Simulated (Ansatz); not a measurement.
**Stationary points along a deformation path in W**

The calculation used DFT PBEsol, scalar-relativistic, plane waves, PAW in Ansatz. Settings: plane waves to 420 eV, k-mesh 24×24×24 (Γ-centred), Gaussian smearing 0.15 eV. Spin–orbit coupling is left out, which can shift energies with elements as heavy as these. No spin polarisation. Energies are free energies at this smearing, counted from the undisturbed cell; pressure is positive in compression.

Reference structure (as given, not relaxed at this level; it stands at -11.4 GPa):

```
W
1.0
    -1.59730    1.59730    1.59730
     1.59730   -1.59730    1.59730
     1.59730    1.59730   -1.59730
W
1
Direct
  0.00000 0.00000 0.00000
```

At fixed volume and fractional coordinates, lengths along (0.000, 0.000, 1.000) are scaled against those across it; ρ is that ratio over its starting value. V = 16.301 Å³/atom. Δσ is the stress along the axis less the mean stress across it (compression positive).

| ρ | ΔE (meV/atom) | Δσ (GPa) | space group |
| --- | --- | --- | --- |
| 0.650 | 1050.3 | 85.01 | I4/mmm |
| 0.707 | 678.2 | 46.35 | I4/mmm |
| 0.780 | 455.6 | 28.67 | I4/mmm |
| 0.850 | 261.8 | 39.26 | I4/mmm |
| 0.920 | 75.1 | 25.63 | I4/mmm |
| 0.960 | 18.3 | 13.29 | I4/mmm |
| 1.000 | 0.0 | 0.00 | Im-3m |
| 1.050 | 24.3 | -14.19 | I4/mmm |
| 1.100 | 86.5 | -24.59 | I4/mmm |
| 1.200 | 255.2 | -30.11 | I4/mmm |
| 1.300 | 405.1 | -22.44 | I4/mmm |
| 1.414 | 476.5 | -0.05 | Fm-3m |
| 1.500 | 447.7 | 11.53 | I4/mmm |

Problem. How does the stress give the slope of the energy, and where is the energy stationary?

Solution. Along the path d ln(length) is 2/3 d ln ρ on the axis and −1/3 d ln ρ across it, so dE/d ln ρ = −(2/3) V Δσ: the energy falls with ρ where Δσ is positive. Δσ vanishes or changes sign at ρ = 1.000 (Im-3m), a minimum at 0.0 meV/atom; at ρ = 1.414 (Fm-3m), a maximum at 476.5 meV/atom. Pairs of stationary points between two samples would go unseen, and could change a minimum read from distant neighbours into a maximum. At ρ = 1.000, 1.414 the cell is cubic, where symmetry alone makes the stress isotropic and the slope zero.

Problem. Which shear constant sets the curvature at ρ = 1?

Solution. For a cubic crystal E/V = (2/3) C (ln ρ)² with C = C′ = (C11 − C12)/2, so Δσ = −2C ln ρ. The parabola of Δσ against ln ρ through ρ = 0.960, 1 and 1.050 gives C ≈ 155 GPa with the ions clamped, rough because the steps are large. It is the stress–strain coefficient at this cell's pressure of -11.4 GPa, not the zero-pressure constant.

Problem. Integrate that slope from ρ = 1 to 1.200 by the trapezoid rule.

Solution. With V/N in Å³ and 1 eV/Å³ = 160.2 GPa the slopes at ρ = 1.000, 1.050, 1.100, 1.200 are 0, 963, 1668, 2042 meV/atom per unit of ln ρ. The steps add 23.5 + 61.2 + 161.4 = 246.1 meV/atom, against 255.2 from the energies; the trapezoid rule misses the curvature of the slope within each step.

In a metal these slopes depend on the k mesh and the smearing.

Cost: 13 runs of about 3.2 core-minutes in all, on Intel Xeon Processor @ 2.70GHz (shared hosts).